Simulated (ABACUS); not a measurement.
Worked example: self-consistent single point of Al₂Cu (I4/mmm, 6 atoms in the cell; from Materials Project mp-985806, changed as shown) in ABACUS.

Level of theory: LDA (PW92), numerical atomic orbitals DZP (confined pseudo-atomic orbitals with Gaussian additions; energy shift 0.003 Ry), PseudoDojo 0.4 standard norm-conserving LDA (tails mended) pseudopotentials (ABACUS).

The change in words: lattice scaled by 0.98. Reference geometry (I4/mmm):
```
CELL_PARAMETERS angstrom
      4.03224     0.00000     0.00000
      0.00000     4.03224     0.00000
      0.00000     0.00000     5.66228
ATOMIC_POSITIONS crystal
  Al 0.00000 0.50000 0.25000
  Al 0.50000 0.00000 0.25000
  Al 0.50000 0.00000 0.75000
  Al 0.00000 0.50000 0.75000
  Cu 0.00000 0.00000 0.50000
  Cu 0.50000 0.50000 0.00000
```

Reference input (self-consistent single point, DFT, LDA (PW92), numerical atomic orbitals DZP (confined pseudo-atomic orbitals with Gaussian additions; energy shift 0.003 Ry), PseudoDojo 0.4 standard norm-conserving LDA (tails mended) pseudopotentials): basis = DZP numerical atomic orbitals, energy shift 0.003 Ry; KPT = Gamma 8 8 6 0 0 0; basis_type = lcao; dft_functional = PWLDA; ecutwfc = 100 Ry; smearing_method = fd; smearing_sigma = 0.00999582 Ry; potentials = PseudoDojo 0.4 standard norm-conserving LDA (tails mended); symmetry = 1; symmetry_prec = 1e-05; ks_solver = genelpa; scf_nmax = 100. This run's input differs from it in these lines:

```diff
@@ -34,5 +34,5 @@
 LATTICE_VECTORS
-   4.0322450000    0.0000000000    0.0000000000
-   0.0000000000    4.0322450000    0.0000000000
-   0.0000000000    0.0000000000    5.6622750000
+   3.9516000000    0.0000000000    0.0000000000
+   0.0000000000    3.9516000000    0.0000000000
+   0.0000000000    0.0000000000    5.5490300000
```

Output (repeated stretches shortened):

```
 SELF-CONSISTENT
 -------------------------------------------

                  longest orb rcut (Bohr) = 9.4
   longest nonlocal projector rcut (Bohr) = 1.78
                     search radius (Bohr) = 22.4

                          real space grid = [ 48, 48, 72 ]
                                 init_chg = atomic

 LCAO ALGORITHM --------------- ION=   1  ELEC=   1--------------------------------

 Density error is 0.123023124471
 E_KohnSham     -776.0083799818      -10558.1356635019
 E_Fermi        0.8014679885         10.9045314081

 LCAO ALGORITHM --------------- ION=   1  ELEC=   2--------------------------------

   [... lines left out ...]

   [... 6 blocks of this kind left out ...]

 LCAO ALGORITHM --------------- ION=   1  ELEC=   9--------------------------------

 Density error is 2.23279934216e-06
 E_KohnSham     -776.7859329161      -10568.7148139048
 E_Fermi        0.7658402313         10.4197909031

 LCAO ALGORITHM --------------- ION=   1  ELEC=  10--------------------------------

 Density error is 1.82797168114e-07
 E_KohnSham     -776.7859329162      -10568.7148139064
 E_KS(sigma->0) -776.7827625394      -10568.6716787169
 E_entropy(-TS) -0.0063407536        -0.0862703791
 E_Fermi        0.7658395464         10.4197815847
 charge density convergence is achieved
 final etot is -10568.714814 eV
 EFERMI = 10.419781585 eV

 STATE ENERGY(eV) AND OCCUPATIONS    NSPIN == 1
   [... 32 lines left out ...]

 TOTAL-FORCE (eV/Angstrom)
                       Al1         0.0000000000         0.0000000000         0.0000000000
                       Al2         0.0000000000         0.0000000000         0.0000000000
                       Al3         0.0000000000         0.0000000000         0.0000000000
                       Al4         0.0000000000         0.0000000000         0.0000000000
                       Cu1         0.0000000000         0.0000000000         0.0000000000
                       Cu2         0.0000000000         0.0000000000         0.0000000000

 TOTAL-STRESS (KBAR)
        70.1068321599         0.0000000000         0.0000000000
         0.0000000000        70.1068321599         0.0000000000
        -0.0000000000         0.0000000000        79.9971074234
 TOTAL-PRESSURE: 73.403591 KBAR

 --------------------------------------------
 !FINAL_ETOT_IS -10568.7148139063883718 eV
 --------------------------------------------
```

The run converged in 10 iterations. Against the reference run the free energy goes up by 18.8 meV/atom and the pressure goes from -0.27 to 7.34 GPa.

The atom-centred basis is finite, which shifts total energies and pressures against plane waves. The structure comes from a collection of computed structures, made at another level of theory; the collection holds predicted forms beside known ones. Its lattice was then scaled.

Cost on one core: very roughly 50 core-seconds.

The atomic orbitals were generated for these runs; they are not ABACUS's published sets and were checked against plane waves on a few crystals only.

“Tails mended”: in these copies of the files the far tail of each local potential was reset to the Coulomb form.
